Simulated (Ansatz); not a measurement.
# Field gradients at the nuclei in Ba3CoN3

The cell is a computed structure from the Materials Project (it need not be an observed phase), taken as it stands.

```
Ba Co N
1.0
     8.10853    0.00000    0.00000
    -4.05427    7.02219    0.00000
     0.00000    0.00000    5.63253
Ba Co N
6 2 6
Direct
  0.91876 0.63623 0.25000
  0.71746 0.08124 0.25000
  0.36377 0.28254 0.25000
  0.08124 0.36377 0.75000
  0.28254 0.91876 0.75000
  0.63623 0.71746 0.75000
  0.66667 0.33333 0.75000
  0.33333 0.66667 0.25000
  0.87231 0.55911 0.75000
  0.68680 0.12769 0.75000
  0.44089 0.31320 0.75000
  0.12769 0.44089 0.25000
  0.31320 0.87231 0.25000
  0.55911 0.68680 0.25000
```

Sites (sets of like atoms) are named by element and the number of their first atom in this list.

The numbers come from a DFT calculation in Ansatz (PBE+U (U = 4.4 eV on Co d), plane waves and PAW, scalar-relativistic, collinear spin, 420 eV cutoff, Γ-centred 5×5×6 k-points, Fermi–Dirac smearing 0.05 eV). Start moments as typed (μB): 0 0 0 0 0 0 -4 4 0 0 0 0 0 0 by atom. The program fits them to the shells of the files, so those used differ somewhat.

C_Q = eQV_zz/h, which is 24.18 MHz for Q = 1 b and V_zz = 10²¹ V/m²; η = (V_xx − V_yy)/V_zz.

¹³⁵Ba: I = 3/2, Q = 153.0 mb; ⁵⁹Co: I = 7/2, Q = 420.0 mb; ¹⁴N: I = 1, Q = 20.44 mb. Q values from Pyykkö, Mol. Phys. 116, 1328 (2018).

(1) What field gradients does the calculation give at each kind of site?

Answers

(1) 

```json
{"site": "Ba", "atoms (order as listed)": "1, 2, 3, 4, 5, 6", "first shell": "5 N at 2.79–3.14 Å", "V_zz (10²¹ V/m²)": "14.64", "η": "0.13", "C_Q (MHz)": "54.2"}
{"site": "Co", "atoms (order as listed)": "7, 8", "first shell": "3 N at 1.75 Å", "V_zz (10²¹ V/m²)": "8.57", "η": "0.00", "C_Q (MHz)": "87.0"}
{"site": "N", "atoms (order as listed)": "9, 10, 11, 12, 13, 14", "first shell": "1 Co at 1.75 Å; also 5 Ba at 2.79–3.14 Å", "V_zz (10²¹ V/m²)": "-0.52", "η": "0.62", "C_Q (MHz)": "-0.257"}
```

An axis of threefold or higher order runs through Co, so V_zz lies along it and η is zero.

The largest force is 1.5 eV/Å, so the atoms aren't at the calculated equilibrium and relaxing them would move these values. Runs of this kind can end above the lowest electronic state. The run finds no gap above 0.1 eV (a metal, or nearly one), so the gradients can move by 10 % or more with the k-mesh. Without spin–orbit coupling (the program notes it for Ba) the gradients can shift somewhat, as the gap is small. With these PAW files V_zz is typically within 2 to 3 % of all-electron values, but misses above 10 % occur on Co. Semilocal functionals make gaps too small and can close them, so the real compound need not be a metal. The magnetic order is the one that the run reached from its start moments, not necessarily the measured one; the program found signs of a lower order.

Hardware: 1 thread of Intel Xeon Processor @ 2.50GHz (Skylake/Cascade Lake) (x86_64; 62 cores open to the job, memory cap 3.0 GiB, no GPU), a shared host with a load of 0.9 a core. Wall time 8.9 min, CPU time 8.9 min, peak memory 1.3 GiB.
